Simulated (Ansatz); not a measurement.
## Relaxing a structure of Pt

The start is a relaxed Pt cell, doubled along one cell vector, shaken by Gaussian noise of σ = 0.08 Å a coordinate. The structure is fully relaxed (lattice and positions, P = 0) with PBEsol (plane waves to 420 eV, PAW, scalar-relativistic; Ansatz, a program for electronic structure). The first steps use a coarse 5×9×9 k-mesh.

Initial structure:
```
Pt
1.0
   -5.06545     5.06545     5.06545
    2.53273    -2.53273     2.53273
    2.53273     2.53273    -2.53273
Pt
8
Direct
  0.30561   0.59220   0.60513
  0.80664   0.62641   0.61476
  0.98670   0.95747   0.36452
  0.49987   0.98200   0.40827
  0.99740   0.37850   0.97573
  0.48874   0.40504   0.99042
  0.21079   0.97762   0.98690
  0.69665   0.98034   0.97257
```

**Question.** What pressure does the first self-consistent step give?

**Answer.** +4.4 GPa (positive: the cell is compressed).

**Question.** By how much does the energy per atom fall from start to end?

**Answer.** 0.32 eV/atom.

**Question.** How does the volume change?

**Answer.** -6.4 %, from 16.25 to 15.20 Å³/atom.

**Question.** Does it find its way back to the structure it was made from?

**Answer.** It does not go back: it reaches I4/mmm (No. 139), AFLOW prototype A_tI2_139_a (A_a), 0.23 eV/atom below the parent.

**Question.** Is the relaxed structure metallic? Give its gap.

**Answer.** Zero (metallic).

**Question.** What does it relax into? Give the structure.

**Answer.** 
Space group I4/mmm (No. 139); a = b = 3.353 Å, c = 2.705 Å, α = β = γ = 90.00°

| atom | site | symmetry | x | y | z |
|---|---|---|---|---|---|
| Pt | 2b | 4/mmm | 0.0000 | 0.0000 | 0.5000 |
(The calculation used a cell of 1 atom; values per cell refer to that cell.)

Final values are on a 22×22×22 k-mesh of the relaxed cell. No spin polarisation in the result.

The relaxed structure here is a generated cell of Pt: the first start was made by a random draw of sites in a space group, and the end was not matched to a known phase here, so it may be hypothetical. Known forms of Pt include space group No. 225.
